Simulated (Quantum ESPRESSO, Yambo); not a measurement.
**Quasiparticle gap of Ba2ScNbO6**

```cif
data_Ba8Nb4O24Sc4
_chemical_formula_sum 'O24 Sc4 Nb4 Ba8'
_space_group_name_H-M_alt 'Fm-3m'
_space_group_IT_number 225
_space_group_name_Hall '-F 4 2 3'
_cell_length_a 8.28834
_cell_length_b 8.28834
_cell_length_c 8.28834
_cell_angle_alpha 90.000
_cell_angle_beta 90.000
_cell_angle_gamma 90.000
loop_
_atom_site_label
_atom_site_type_symbol
_atom_site_symmetry_multiplicity
_atom_site_Wyckoff_symbol
_atom_site_fract_x
_atom_site_fract_y
_atom_site_fract_z
_atom_site_occupancy
O1 O 24 e 0.00000 0.00000 0.24382 1
Sc1 Sc 4 b 0.50000 0.50000 0.50000 1
Nb1 Nb 4 a 0.00000 0.00000 0.00000 1
Ba1 Ba 8 c 0.25000 0.25000 0.25000 1
```
(The calculation used a cell of 10 atoms; values per cell refer to that cell.)

The geometry is that of Materials Project entry mp-1206644, symmetrised and not relaxed again.

Starting point: LDA (Quantum ESPRESSO, PseudoDojo norm-conserving, 84 Ry, no spin-orbit coupling). G0W0 in Yambo: 2×2×2 Γ-centred k mesh, bands 3 to 219 and a 7 Ry block in the screening, 219 bands in G with the Bruneval-Gonze terminator, plasmon pole fitted at 27.2 eV.

```
Property                                          Value
----------------------------------------------  -------
LDA gap along the band path                     2.62 eV
LDA gap between the mesh's edge points (Γ → Γ)  2.62 eV
G0W0 gap between the same points                4.31 eV
```

```tsv
k point	band	E LDA (eV)	E QP (eV)	shift (eV)	Z
Γ	VB	0.00	-0.40	-0.40	0.77
Γ	CB	2.62	3.91	1.29	0.82
L	VB	-0.45	-0.89	-0.44	0.77
L	CB	3.70	4.91	1.22	0.80
```

Energies count from the LDA valence-band maximum.

Nearest settings tried, and what they do to the gap: 174 bands in W, 174 bands in G: +20 meV; 6 Ry block (283 vectors against 331): -12 meV; 1×1×1 mesh: -91 meV. So the settings aren't converged at that level. The k mesh is coarse.

Spin-orbit splittings are left out.

The structure is a Materials Project entry; no match was found in the copy of COD used, and its stability was not checked.
